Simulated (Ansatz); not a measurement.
ZrPbO3: energy along a strain

ZrPbO3, Pm-3m, a = 4.141 Å. The structure is a Materials Project entry; whether it is the stable form wasn't checked. Ansatz: PBEsol, PAW, 420 eV, Γ-centred 8×8×8 mesh on 5 atoms, Gaussian smearing 0.05 eV; no spin polarisation. Cell vectors (Å): 4.141 0.000 0.000; 0.000 4.141 0.000; 0.000 0.000 4.141. The cell is strained by x per cent times the pattern (0 0 0 1 0 0) in the order xx yy zz yz xz xy (engineering shears), with fractional coordinates held. y is the free energy over the start, V0 = 14.205 Å³/atom. Symmetry makes y even in x.

| x (%) | y (meV/atom) |
| --- | --- |
| -4.00 | 4.56 |
| -2.00 | 1.11 |
| 0.00 | 0.00 |
| 0.50 | 0.04 |
| 1.00 | 0.26 |
| 1.50 | 0.62 |
| 2.50 | 1.78 |
| 3.00 | ? |
| 3.50 | 3.49 |

Q: Fit y = c2 x² + c4 x⁴ to the other rows, get the stiffness along the pattern, and predict the missing energy.

A: Least squares on the rows shown. y = 0.2798 x² + 0.0003496 x⁴. The clamped-ion stiffness p·C·p = 2 × 2.798 eV × 160.2 / 14.205 Å³ = 63 GPa, which is C44 in these axes. At x = 3.00 the fit asked for gives 2.55 meV/atom. The run gave 2.56 meV/atom, so the fit is 0.01 meV/atom too low, within the rms miss on the fitted rows (0.02 meV/atom).

Spin–orbit coupling is left out, which can shift energies with elements as heavy as these.

Symmetry holds off the tilts and polar distortions that many cubic perovskites undergo.